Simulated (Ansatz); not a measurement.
Crystals of one structure type (zinc blende) and one family of elements, relaxed and computed with PBEsol (plane waves, PAW; program Ansatz).

```csv
crystal,K_Hill (GPa),G_Hill (GPa)
InP,66.9,32.3
GaAs,69.4,43.3
GaP,85.0,?
BAs,140,129
BP,170,163
GaN,188,106
AlN,201,119
```

Q: Fit a straight line to ln G against ln K and predict the withheld value.

A: Least squares on the 6 shown rows: ln G = 1.21 × ln K + (-1.421), with a scatter of 26.5 %. For GaP this gives 52.2. The run itself gave 53.1, a miss of 1.7 % of that.

All cells were relaxed under the symmetry of their starts (and spin orders); stability against distortions was not tested throughout. Spin–orbit coupling is left out wherever it is not named.

Potentials: the earlier of the program's two PAW sets. The files were generated under PBE; for other functionals the program regenerates the frozen cores, and for LDA and PBEsol the local potential too.
